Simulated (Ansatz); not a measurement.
## Cold compression of TaRu

```
Ta Ru
1.0
     3.04598    0.00000    0.00000
     0.00000    3.04598    0.00000
     0.00000    0.00000    3.39861
Ta Ru
1 1
Direct
  0.50000 0.50000 0.50000
  0.00000 0.00000 0.00000
```

The base volume is that of a database entry, with shape and atoms relaxed on PAW files at held volume, so it needn't be at zero pressure; the structure needn't be the stable phase, at rest or compressed.

Its volume is scaled, and at each volume shape and atoms are relaxed on PAW files; all methods then take that cell.

All numbers are PBEsol results (scalar-relativistic) from Ansatz 0.2.0, with a Γ-centred 12×12×11 k mesh, Fermi–Dirac smearing of 0.05 eV, no spin polarisation. Methods: LAPW: all electrons, basis error target 1 meV/atom; PAW: frozen-core files, cutoff 420 eV.

Energies are extrapolated to zero smearing and count from the unscaled cell; pressure is positive in compression; gaps take the mesh and a band path. No temperature or zero-point motion is included.

Spin–orbit coupling is left out, which matters for the heavy atoms. The PAW files were made under PBE.

```tsv
V/V0	V (Å³/atom)	P LAPW (GPa)	ΔE LAPW (eV/atom)	P PAW − LAPW (GPa)	ΔE PAW − LAPW (meV/atom)	space group	shortest distance (Å)
1.00	15.77	-4.68	0.000	-0.09	0.0	P4/mmm	2.743
0.85	13.40	53.3	0.301	0.18	0.2	P4/mmm	?
0.80	12.61	85.8	0.639	0.39	1.5	P4/mmm	2.546
```

Give the missing entry: row "0.85", column "shortest distance (Å)".

2.598.

From the table, what is the rise of the enthalpy H = E + pV up to the last row, and how stiff is the crystal between the last two rows?

ΔH = 0.639 eV + (85.8 GPa × 12.61 Å³ + 4.68 GPa × 15.77 Å³) × 0.006242 eV/(GPa·Å³) = 7.85 eV/atom, of which pV makes 92 %. The mean bulk modulus there is −ΔP/Δln V = 536 GPa.

How do the Löwdin populations by LAPW change from the unscaled cell to the last row?

Ta 6s 0.88 → 0.79, Ta 5d 3.90 → 4.15, Ru 5s 0.82 → 0.74, Ru 4d 7.32 → 7.36 electrons an atom. These are projections on the shells that the free atoms fill; 0.20 e a cell lies outside them at the start and 0.15 e at the end.
